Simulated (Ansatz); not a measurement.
This guess for Ga2SnO2 is about to be relaxed.

```
CELL_PARAMETERS angstrom
3.60047 0.00000 0.00000
-1.80024 3.11810 0.00000
0.00000 0.00000 13.29088
ATOMIC_POSITIONS crystal
Ga 0.66667 0.33333 0.40328
Ga 0.66667 0.33333 0.09672
Ga 0.33333 0.66667 0.90328
Ga 0.33333 0.66667 0.59672
Sn 0.00000 0.00000 0.75000
Sn 0.00000 0.00000 0.25000
O 0.66667 0.33333 0.55969
O 0.66667 0.33333 0.94031
O 0.33333 0.66667 0.44031
O 0.33333 0.66667 0.05969
```

These are results of DFT PBE, scalar-relativistic, plane waves, PAW (Ansatz), not measurements. Cutoff 420 eV, Gaussian smearing, Γ-centred meshes. Cell and atoms relax first on a coarse mesh and then on a finer one. In between, the cell is made exact in the group found at 0.06 Å. In metals the finer mesh still leaves noise of several meV/atom or more. The steps can't lower the symmetry of their start. No spin polarisation.

A guess keeps its type if space group and coordination stay and the shape of the cell changes little (axis ratios within about 15 %, angles within 6°); the volume may change.

Task: Does this structure survive the relaxation?

Result: It doesn't keep its type. The symmetry stays P6_3/mmc (No. 194). The volume per atom grows by 11.5 %, from 14.9 to 16.6 Å³. The shortest distance goes from 2.08 Å (Ga–O) to 1.96 Å (Ga–O). The ratio c/a of the conventional cell changes by a factor of 1.63. Counting neighbours within 15 % of an atom's shortest distance, the start has Ga 4, O 4, Sn 12 and the end Ga 3, O 3, Sn 12. In detail, at the end Ga is surrounded by 3 O at 1.96 Å, 3 Sn at 3.17 Å and 6 Ga at 3.17 Å; Sn is surrounded by 6 Ga at 3.17 Å and 6 Sn at 3.17 Å; O is surrounded by 3 Ga at 1.96 Å.

```
Ga Sn O
1.0
     3.17426    0.00000    0.00000
    -1.58713    2.74899    0.00000
     0.00000    0.00000   19.06037
Ga Sn O
4 2 4
Direct
  0.66667 0.33333 0.38555
  0.66667 0.33333 0.11445
  0.33333 0.66667 0.88555
  0.33333 0.66667 0.61445
  0.00000 0.00000 0.75000
  0.00000 0.00000 0.25000
  0.66667 0.33333 0.57848
  0.66667 0.33333 0.92152
  0.33333 0.66667 0.42152
  0.33333 0.66667 0.07848
```

Formation energies are uncorrected and refer to the elements' standard structures at the same level (O₂ as a molecule). The references include grey tin.

Task: At what energy does it end?

Result: −0.97 eV/atom. A negative formation energy is needed for stability but isn't enough: competing phases decide.

The last run used a 12×12×2 mesh (in the run's order of axes) for its 10-atom cell and Gaussian smearing of 0.10 eV. No dispersion correction is applied, so the spacing and binding between layers, chains or molecules are poorly described. A structure relaxed within its symmetry needn't be a true minimum.
